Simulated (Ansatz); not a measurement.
**Kick test of a cell of AlGa3P4**

The structure comes from a generated guess, relaxed at this level; another structure or a mixture of phases may lie lower.

All numbers below come from DFT PBE, scalar-relativistic, plane waves, PAW in Ansatz. Settings: cutoff 420 eV, Γ-centred mesh 8×8×4 on the computed 8-atom cell, Gaussian smearing of 0.02 eV; no spin polarisation.

The cell below (8 atoms, space group P-4m2 (No. 115)) is relaxed within its symmetry.

```
Al Ga P
1.0
     3.89556    0.00000    0.00000
     0.00000    3.89556    0.00000
     0.00000    0.00000   11.00713
Al Ga P
1 3 4
Direct
  0.50000 0.50000 0.50000
  0.00000 0.00000 0.75003
  0.50000 0.50000 0.00000
  0.00000 0.00000 0.24997
  0.50000 0.00000 0.87505
  0.00000 0.50000 0.12495
  0.50000 0.00000 0.37556
  0.00000 0.50000 0.62444
```

For the test it was strained at random (σ = 1.5 % a component), the atoms were moved at random (σ = 0.10 Å), and all was relaxed again on a coarse 4×4×2 mesh (in the run’s order of axes) with 0.10 eV smearing, with no symmetry imposed.

Question: What happens?

Answer: It returns, within 1 meV/atom of the unmoved cell on that mesh and with the same symmetry when read at 0.1 Å. So it is stable against the distortions that fit this cell and that this random move excites. Modes that don't fit the cell aren't tested.
